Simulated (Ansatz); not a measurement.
A relaxation computed with Ansatz, from input to last step.

```yaml
crystal:
  lattice:
    - [-1.6569705587, 1.9232588778, 6.0923271429]
    - [1.6569705587, -1.9232588778, 6.0923271429]
    - [1.6569705587, 1.9232588778, -6.0923271429]
  atoms:
    - { symbol: Ca, position: [0.8511464493, 0.3511464493, 0.5] }
    - { symbol: Ca, position: [0.1488535507, 0.6488535507, 0.5] }
    - { symbol: Cu, position: [0.5, 0.0, 0.5] }
    - { symbol: O, position: [0.6599789604, 0.1599789604, 0.5] }
    - { symbol: O, position: [0.3400210396, 0.8400210396, 0.5] }
    - { symbol: O, position: [0.0, 0.0, 0.0] }
basis:
  ecutwfc: 420
kpoints:
  mp_grid: { grid: [14, 14, 14] }
hamiltonian:
  xc: pbesol
scf:
  occupations: { method: gaussian, width: 0.1 }
output:
  forces: true
  stress: true
  eigenvalues: true
relax:
  adjacent_minimum: "off"
  f_tol: 0.01
  max_steps: 30
  cell: { stress_tol: 0.1, fix: [volume] }
```

```bash
ansatz run input.yaml --threads 2 --pin off --max-ram 5120MiB --backend cpu --events-out ev --progress --plain --runs-dir out
```

All numbers below come from DFT PBEsol, scalar-relativistic, plane waves, PAW in Ansatz 0.2.0.

The volume is held at 1.06 times that of the relaxed cell.

Of 6 frames 5 are shown, positions in Å and forces in eV/Å; the SCF threshold varies from step to step. Steps run on the plane waves of an earlier cell, with a Pulay correction in the pressure. The basis is chosen afresh for the last frame, the zero of the energies, and at times for earlier ones too; energy and pressure step there, also at an unchanged geometry.

```xyz
6
Lattice="-1.6570 1.9233 6.0923 1.6570 -1.9233 6.0923 1.6570 1.9233 -6.0923" Properties=species:S:1:pos:R:3:forces:R:3 pbc="T T T" step=1 free_energy_over_end_meV_per_atom=0.47 pressure_GPa=-6.43
Ca    0.0000    1.9233    4.2786    0.0000    0.0000    0.0077
Ca    1.6570    0.0000    1.8137    0.0000    0.0000   -0.0077
Cu    0.0000    1.9233    0.0000    0.0000    0.0000    0.0000
O     0.0000    1.9233    1.9493    0.0000    0.0000   -0.1072
O     1.6570    0.0000    4.1430    0.0000    0.0000    0.1072
O     0.0000    0.0000    0.0000    0.0000    0.0000    0.0000
6
Lattice="-1.6671 1.9182 6.0713 1.6671 -1.9182 6.0713 1.6671 1.9182 -6.0713" Properties=species:S:1:pos:R:3:forces:R:3 pbc="T T T" step=2 free_energy_over_end_meV_per_atom=0.18 pressure_GPa=-6.11
Ca    0.0000    1.9182    4.2699    0.0000    0.0000   -0.0698
Ca    1.6671    0.0000    1.8013    0.0000    0.0000    0.0698
Cu    0.0000    1.9182    0.0000    0.0000    0.0000    0.0000
O     0.0000    1.9182    1.9441    0.0000    0.0000   -0.0939
O     1.6671    0.0000    4.1272    0.0000    0.0000    0.0939
O     0.0000    0.0000    0.0000    0.0000    0.0000    0.0000
6
Lattice="-1.6660 1.9186 6.0742 1.6660 -1.9186 6.0742 1.6660 1.9186 -6.0742" Properties=species:S:1:pos:R:3:forces:R:3 pbc="T T T" step=3 free_energy_over_end_meV_per_atom=0.04 pressure_GPa=-6.10
Ca    0.0000    1.9186    4.2673    0.0000    0.0000   -0.0053
Ca    1.6660    0.0000    1.8069    0.0000    0.0000    0.0053
Cu    0.0000    1.9186    0.0000    0.0000    0.0000    0.0000
O     0.0000    1.9186    1.9415    0.0000    0.0000   -0.0365
O     1.6660    0.0000    4.1328    0.0000    0.0000    0.0365
O     0.0000    0.0000    0.0000    0.0000    0.0000    0.0000
6
Lattice="-1.6660 1.9190 6.0727 1.6660 -1.9190 6.0727 1.6660 1.9190 -6.0727" Properties=species:S:1:pos:R:3:forces:R:3 pbc="T T T" step=4 free_energy_over_end_meV_per_atom=0.03 pressure_GPa=-6.07
Ca    0.0000    1.9190    4.2654    0.0000    0.0000    0.0090
Ca    1.6660    0.0000    1.8073    0.0000    0.0000   -0.0090
Cu    0.0000    1.9190    0.0000    0.0000    0.0000    0.0000
O     0.0000    1.9190    1.9395    0.0000    0.0000   -0.0123
O     1.6660    0.0000    4.1332    0.0000    0.0000    0.0123
O     0.0000    0.0000    0.0000    0.0000    0.0000    0.0000
6
Lattice="-1.6657 1.9210 6.0677 1.6657 -1.9210 6.0677 1.6657 1.9210 -6.0677" Properties=species:S:1:pos:R:3:forces:R:3 pbc="T T T" step=6 free_energy_over_end_meV_per_atom=0.00 pressure_GPa=-6.05
Ca    0.0000    1.9210    4.2632    0.0000    0.0000   -0.0022
Ca    1.6657    0.0000    1.8046    0.0000    0.0000    0.0022
Cu    0.0000    1.9210    0.0000    0.0000    0.0000    0.0000
O     0.0000    1.9210    1.9368    0.0000    0.0000    0.0014
O     1.6657    0.0000    4.1309    0.0000    0.0000   -0.0014
O     0.0000    0.0000    0.0000    0.0000    0.0000    0.0000
```

The run took 96 s on 2 threads of Intel(R) Xeon(R) 6975P-C (Granite Rapids), on a shared host, peak memory 1.1 GiB.

Spin polarisation was left out, and a magnetic state may lie lower.